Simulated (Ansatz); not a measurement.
Cu Kα1 powder pattern (kinematic, no thermal factors).
2θ (°) (relative intensity): 18.15 (85), 25.78 (62), 26.82 (28), 32.58 (100), 36.78 (49), 37.54 (17), 41.30 (24), 46.10 (26), 49.94 (60), 52.99 (16), 55.27 (7), 56.48 (5), 58.67 (9), 59.84 (13), 60.37 (12), 61.95 (12), 63.60 (14), 66.74 (8), 68.24 (15), 69.32 (6), 71.28 (10), 75.78 (17), 78.24 (5), 80.12 (9), 81.13 (4), 83.00 (4), 84.01 (3), 84.47 (5), 85.86 (10), 87.33 (13), 88.17 (1), 89.72 (7)

The pattern is computed from a structure relaxed with DFT PBE, scalar-relativistic, plane waves, PAW in Ansatz. No spin polarisation. Its elements are F, Hg, K.

Problem. Give the structure.

Solution. KHgF₂.
Space group P4/mmm (No. 123). a = 4.884 Å, b = 4.884 Å, c = 3.321 Å, α = 90.00°, β = 90.00°, γ = 90.00°
```csv
atom,site,symmetry,x,y,z
K,1d,4/mmm,0.5000,0.5000,0.5000
Hg,1a,4/mmm,0.0000,0.0000,0.0000
F,2f,mmm.,0.5000,0.0000,0.0000
```

A pattern alone doesn't exclude other cells with like lines; this is the one computed.

It was reached by relaxing an invented guess, and it needn't be the stable form of this composition.
